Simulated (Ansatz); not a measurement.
Starting cell, CdS (wurtzite):

```yaml
crystal:
  lattice:
    - [4.19618, 0.00000, 0.00000]
    - [-2.09809, 3.63400, 0.00000]
    - [0.00000, 0.00000, 6.82953]
  atoms:
    - { symbol: Cd, position: [0.33333, 0.66667, 0.99917] }
    - { symbol: Cd, position: [0.66667, 0.33333, 0.49917] }
    - { symbol: S, position: [0.33333, 0.66667, 0.37563] }
    - { symbol: S, position: [0.66667, 0.33333, 0.87563] }
```

In each cell atom 2 (Cd, nearest neighbour S at 2.565 Å; its periodic images, 4.2 Å or more away, move with it) moves by s·(0.000, 0.000, 1.000) (along Cartesian z), the rest being held.

Computed with PBE (plane waves to 420 eV, PAW, scalar-relativistic; Ansatz, a quantum-chemistry and plane-wave program). k mesh 7×7×4 (Γ-centred), Fermi-Dirac smearing 0.05 eV. Energies are smeared free energies. Left out: 1 of 11 points, with atoms too close for the PAW data. CdS was relaxed with its symmetry unable to fall. ΔE is measured from the undisplaced structure.

| s (Å) | ΔE (meV/cell) |
|---|---|
| -0.770 | 619 |
| -0.616 | 499 |
| -0.462 | 347 |
| -0.308 | 188 |
| -0.154 | 57 |
| 0.000 | 0 |
| 0.154 | 83 |
| 0.308 | 407 |
| 0.462 | 1135 |
| 0.616 | withheld |

Q: Fit a polynomial form (powers 2, 3, 4) to the given rows and predict ΔE at s = 0.616.

A: Least squares on the 9 given rows: ΔE = (3091)·s² + (3966)·s³ + (1708)·s⁴, in meV/cell with s in Å; root-mean-square residual 7.2 meV/cell. At 0.616 the fit gives 2346 meV/cell; the calculation gives 2548 meV/cell, so the extrapolation is off by -202 (-7.9 %). The quadratic term alone would give 1173 meV/cell.

(A displaced cell: forces are minus the slopes of the energy, force constants its curvatures, and phonons follow from these.)
